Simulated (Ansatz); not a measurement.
A scan (energy against volume; even scaling of the relaxed cell, symmetry kept) gave these values. Method: PBE (plane waves to 420 eV, PAW, scalar-relativistic; Ansatz, a quantum-chemistry and plane-wave program).

| Quantity | Value |
|---|---|
| Bulk modulus at fixed cell shape B₀ (third-order Birch-Murnaghan fit) | 99.6 GPa |
| Pressure derivative B₀′ (fit) | 4.5 |
| Equilibrium volume of the fit | 14.91 Å³/atom |

Of these crystals, all scanned alike, which one is it?
A. IrO₂ (rutile)
B. Ga₂O₃ (beta-Ga2O3 type, space group C2/m)
C. SiC (6H type, space group P6_3mc)
D. Al₂Cu (Al2Cu type, space group I4/mcm)

D, Al₂Cu (Al2Cu type, space group I4/mcm). The others have, for the bulk modulus at fixed cell shape: IrO2 273 GPa, Ga2O3 157 GPa, SiC 213 GPa

Al2Cu is run without spin polarisation. All were relaxed with their symmetry unable to fall. IrO2 is run without spin polarisation and with no Hubbard U. Spin-orbit coupling is left out. The PAW data are Ansatz's earlier set. With the shape held, the modulus is that of even scaling; a crystal free to change shape is softer.

(A scan under strain: stresses follow from slopes of the energy per volume, elastic moduli from its curvatures.)
